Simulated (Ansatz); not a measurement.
K₄CdP₂:
```
CELL_PARAMETERS angstrom
      2.81381     1.62456     8.94811
     -2.81381     1.62456     8.94811
      0.00000    -3.24911     8.94811
ATOMIC_POSITIONS crystal
  K  0.89298 0.89298 0.89298
  K  0.10702 0.10702 0.10702
  K  0.70786 0.70786 0.70786
  K  0.29214 0.29214 0.29214
  Cd 0.50000 0.50000 0.50000
  P  0.41117 0.41117 0.41117
  P  0.58883 0.58883 0.58883
```

Relaxed with PBEsol.

### Question
Map the valence electron density (e/Å³), cut off at 0.7 on the plane through (0.893, 0.893, 0.893) spanned by u = [1, 0, 0] and v = [-1, 1, 1] in lattice vectors, from PBEsol (plane waves, PAW; program Ansatz).

### Answer
x is the fraction of u, y of v (the angle between them is 56°; rows are the nearest grid lines); atoms in the plane: K at (0.00, 0.00), K at (0.43, 0.21), K at (0.63, 0.81), K at (0.80, 0.40), Cd at (0.21, 0.61), P at (0.04, 0.52), P at (0.39, 0.70).
```
|9999720000000000000000000000000000279999|
|9999962000000000000011100000000000003999|
|9999962100000000000145532100000000000269|
|0122221111111100000199999972000000000000|
|0000001112233332110189999999710000000000|
|0001111123468999742114999999972000000000|
|0011222223479988985311399999972100000000|
|1124899996569940049821001234421111111111|
|3335999999998899768952100000000011223333|
|9876799999999955677743210000000011357899|
|8899789999999953344432110000000001258998|
|3015996699999952111111111122221000135983|
|9866897533233221100000001269999962112369|
|3468876432111000000000000149999999921113|
|1234554321110000000000000028999999972111|
|0001111111111111000000000001399999995100|
|0000000000124999983100000000001369973100|
|0000000000014999999920000000000000000000|
|0000000000002999999961000000000000000000|
|0000000000000149999996100000000000000000|
|0000000000000000269995200000000001122210|
|9620000000000000000111000000000002699999|
|9993000000000000000000000000000002699999|
|9999720000000000000000000000000000279999|
```
Scale: ten equal steps from 0.004 (start of '0') to 0.700 (end of '9'), in the order '0123456789'; x runs from 0.000 to 1.00, y from 0.000 (bottom) to 1.00 (top).

The density is the valence pseudo-density with augmentation charge, so density and ELF within about 1 Å of a nucleus are not all-electron values.

Space group R-3m. The first step of the workflow began from a Materials Project structure, measured or hypothetical; the Crystallography Open Database copy checked does not list it. Whether it is the stable phase at ambient conditions was not checked. The cell was relaxed with PBEsol under the symmetry of its start; whether a distortion lowers the energy is not shown.

Potentials: the later of the program's two PAW sets.
